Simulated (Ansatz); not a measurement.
# Cd₃HgS₄: relaxed-ion elastic tensor

All numbers below come from DFT PBE, scalar-relativistic, plane waves, PAW (Ansatz). Settings: 420 eV plane-wave cutoff, Γ-centred 6×6×6 mesh, fixed occupations. No spin polarisation.

Relaxed structure:
```yaml
crystal:
  lattice:
    - [5.94249, 0.00000, 0.00000]
    - [0.00000, 5.94249, 0.00000]
    - [0.00000, 0.00000, 5.94249]
  atoms:
    - { symbol: Cd, position: [0.00000, 0.00000, 0.50000] }
    - { symbol: Cd, position: [0.00000, 0.50000, 0.00000] }
    - { symbol: Cd, position: [0.50000, 0.00000, 0.00000] }
    - { symbol: Hg, position: [0.50000, 0.50000, 0.50000] }
    - { symbol: S, position: [0.75199, 0.75199, 0.75199] }
    - { symbol: S, position: [0.75199, 0.24801, 0.24801] }
    - { symbol: S, position: [0.24801, 0.75199, 0.24801] }
    - { symbol: S, position: [0.24801, 0.24801, 0.75199] }
```

The cell was found from a structure generator's guess, not taken from experiment. Spin–orbit coupling is left out, which matters for heavy elements.

**Question.** Give the relaxed-ion elastic constants (GPa, Voigt order xx yy zz yz xz xy, on the Cartesian axes of the cell above).

**Answer.**
```
65.2 46.3 46.3  0.0  0.0  0.0
46.3 65.2 46.3  0.0  0.0  0.0
46.3 46.3 65.2  0.0  0.0  0.0
 0.0  0.0  0.0 25.3  0.0  0.0
 0.0  0.0  0.0  0.0 25.3  0.0
 0.0  0.0  0.0  0.0  0.0 25.3
```

**Question.** Is the crystal stable against homogeneous strain?

**Answer.** Yes: the least eigenvalue of the tensor is 19.0 GPa.

**Question.** And the moduli of a polycrystal (Hill averages)?

**Answer.** B = 53 GPa, G = 17 GPa, E = 46 GPa, ν = 0.35.
